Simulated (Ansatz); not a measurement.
**Question.** TaW (rock salt, Fm-3m) is relaxed with r²SCAN in the plane-wave PAW code Ansatz. What lattice parameters of the conventional cell result?

**Answer.** a = 5.344 Å.

The start of the workflow was typed in or built on a structure type; neither database checked (COD, Materials Project) lists it. Whether it is the stable phase at ambient conditions was not checked. The r²SCAN relaxation kept the symmetry of its start. At this level the phase is mechanically unstable. The run is not spin-polarised. Its formation energy is positive at this level, so the cell may be metastable or incomplete. Scalar-relativistic: spin–orbit coupling is off unless named, which matters more the heavier the elements.

Potentials: the earlier of the program's two PAW sets.
